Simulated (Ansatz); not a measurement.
This cell of HfO₂ (fluorite) is off equilibrium:

```xyz
6
Lattice="0.0000 5.0976 5.0976 2.5488 0.0000 2.5488 2.5488 2.5488 0.0000" Properties=species:S:1:pos:R:3 pbc="T T T"
Hf     0.0000     0.0000     0.0000
Hf     0.0000     2.5488     2.5488
O      1.2744     1.2744     1.2744
O      1.2744     3.8232     3.8232
O      3.4421     3.4421     3.4421
O      3.8232     6.3720     6.3720
```

These are PBE (plane waves to 420 eV, PAW, scalar-relativistic; Ansatz, a program for electronic structure) values and carry that method's errors. k mesh 9×9×9 (Γ-centred), Fermi-Dirac smearing 0.05 eV. Energies are smeared free energies. Compression counts positive. HfO2 is run without spin polarisation. HfO2 was relaxed with its symmetry unable to fall. Spin-orbit coupling is left out, though Hf is heavy. This is a high-temperature form of HfO2.

Problem. What forces act on the atoms (eV/Å, Cartesian)?

Solution. 
```
atom      Fx      Fy      Fz
----  ------  ------  ------
Hf1   -0.099  -0.160  -0.160
Hf2    0.584   0.470   0.470
O3     0.081  -0.958  -0.958
O4    -2.240  -1.120  -1.120
O5     1.660   2.218   2.218
O6     0.013  -0.451  -0.451
```

Problem. Give the stress tensor in GPa and the pressure.

Solution. 
```
   8.34    -6.04    -6.04
  -6.04     7.44    -5.73
  -6.04    -5.73     7.44
```
The pressure, a third of the trace, is 7.74 GPa.

Problem. In it atom 5 sits (-0.381, -0.381, -0.381) Å away from its relaxed site. What is its energy relative to the relaxed cell?

Solution. 1505 meV/cell.

(A displaced cell: forces are minus the slopes of the energy, force constants its curvatures, and phonons follow from these.)
